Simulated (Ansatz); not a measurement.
## Clamped-ion strain scan in Cu

All numbers below come from DFT r2SCAN, scalar-relativistic, plane waves, PAW (Ansatz 0.2.0). The runs took a 500 eV cutoff, a Γ-centred 24×24×12 mesh and Gaussian smearing (0.15 eV). No spin polarisation. Energies are free energies at this smearing, counted from the undisturbed cell; pressure is positive in compression.

Reference structure (as given, not relaxed at this level; it stands at 0.2 GPa; this form isn't the usual structure):

```xyz
2
Lattice="2.5341 0.0000 0.0000 -1.2670 2.1946 0.0000 0.0000 0.0000 4.1126" Properties=species:S:1:pos:R:3 pbc="T T T"
Cu    0.0000    1.4631    1.0281
Cu    1.2670    0.7315    3.0844
```

The cell is strained by ε times the Voigt pattern (0, 1, 0, 0, 0, 0) (xx, yy, zz, yz, xz, xy; engineering shear) with fractional coordinates fixed. The cell is metallic on the mesh throughout.

| ε | ΔE (meV/atom) |
| --- | --- |
| -0.0400 | 15.3 |
| -0.0300 | 8.2 |
| -0.0200 | 3.3 |
| 0.0000 | 0.0 |
| 0.0100 | 1.2 |
| 0.0300 | 8.7 |
| 0.0400 | 14.7 |

Task: Predict the stress summed along the pattern (GPa, tension positive) at each point.

Result:
| ε | stress summed along the pattern (GPa, tension positive) |
| --- | --- |
| -0.0400 | -11.64 |
| -0.0300 | -8.33 |
| -0.0200 | -5.23 |
| 0.0000 | 0.42 |
| 0.0100 | 2.95 |
| 0.0300 | 7.42 |
| 0.0400 | 9.33 |